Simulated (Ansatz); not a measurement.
## Property card for Ag

Ag:
```xyz
1
Lattice="-1.6129 1.6129 1.6129 1.6129 -1.6129 1.6129 1.6129 1.6129 -1.6129" Properties=species:S:1:pos:R:3 pbc="T T T"
Ag     0.0000     0.0000     0.0000
```

Space group Im-3m (No. 229), bcc (W type); conventional cell a = b = c = 3.226 Å, α = β = γ = 90.00°.

Method: plane-wave PAW PBEsol (Ansatz code). The cell and atoms are relaxed at this level. Other levels are named where they apply.

Cell and energy:

- Volume per atom: 16.78 Å³
- Density: 10.67 g/cm³

Electronic structure:

* **Electronic character**: metallic (no gap)
* **Density of states at the Fermi level**: 0.28 states/eV per atom (mean over ±0.08 eV)
* **Gap with spin–orbit coupling**: none (metallic)

Mechanics:

- Bulk modulus (Birch–Murnaghan fit) = 114 GPa
- Pressure derivative B′ = 5.8
- Elastic constants (relaxed ions, GPa) = C11 = 108, C12 = 119, C44 = 70.1
- Mechanical stability = unstable (C has a negative eigenvalue)

The workflow started from a Materials Project entry (that database holds measured and hypothetical structures alike); the Crystallography Open Database copy checked does not list it. It is not the phase usual at ambient conditions (space group No. 225). Symmetry was held in the PBEsol relaxation. The run is not spin-polarised. As this level gives no gap, shear constants depend on the k-mesh and smearing (Fermi–Dirac, 0.1 eV here). Scalar-relativistic: spin–orbit coupling is off unless named, which matters more the heavier the elements.

Potentials: the earlier of the program's two PAW sets. The files were generated under PBE; for other functionals the program regenerates the frozen cores, and for LDA and PBEsol the local potential too.
